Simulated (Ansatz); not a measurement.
# SrCl2, one cell by several methods

```xyz
3
Lattice="0.0000 3.5202 3.5202 3.5202 0.0000 3.5202 3.5202 3.5202 0.0000" Properties=species:S:1:pos:R:3 pbc="T T T"
Sr    0.0000    0.0000    0.0000
Cl    1.7601    1.7601    1.7601
Cl    5.2803    5.2803    5.2803
```

Atom numbers follow the list: Sr1, Cl2, Cl3.

The conventional cell has a = 7.040 Å, b = 7.040 Å, c = 7.040 Å, α = 90.00°, β = 90.00°, γ = 90.00°. Sr (atom 1) has 8 Cl at 3.05 Å as nearest neighbours. Cl (atom 2) has 4 Sr at 3.05 Å as nearest neighbours.

The cell was built from the fluorite type and relaxed in the same program, and has space group Fm-3m; it needn't be a known or the stable phase.

Methods: DFT, PBE, PAW with Ansatz's default frozen-core files, scalar-relativistic (Ansatz 0.2.0); DFT, PBE, all-electron PAW with datasets made for the crystal, scalar-relativistic (Ansatz 0.2.0); DFT, PBE, all-electron LAPW, scalar-relativistic (Ansatz 0.2.0).

For PAW: a Γ-centred 10×10×10 k mesh, Fermi–Dirac smearing of 0.08 eV, cutoff 420 eV, no spin polarisation. The crystal-made all-electron datasets (AE datasets) take a cutoff of 220 eV at this cell. LAPW targets a basis error of 1 meV/atom. The Ansatz runs share mesh, smearing and spin set-up. Plane-wave (PAW) pressures include the program's estimate of the Pulay term.

Stress and pressure are positive in compression.

Levels count from the top of the valence band.

| quantity | PAW | AE datasets | LAPW |
| --- | --- | --- | --- |
| pressure (GPa) | 0.01 | 0.01 | 0.01 |
| band gap (eV) | 5.237 | 5.238 | 5.237 |
| highest filled level at Γ (eV) | -0.324 | -0.324 | -0.324 |
| lowest empty level at Γ (eV) | 5.237 | 5.238 | 5.237 |
| highest filled level at X (eV) | 0.000 | 0.000 | 0.000 |
| lowest empty level at X (eV) | 5.518 | 5.519 | 5.518 |
| highest filled level at K (eV) | -0.103 | -0.103 | -0.103 |
| lowest empty level at K (eV) | 5.952 | 5.953 | 5.953 |
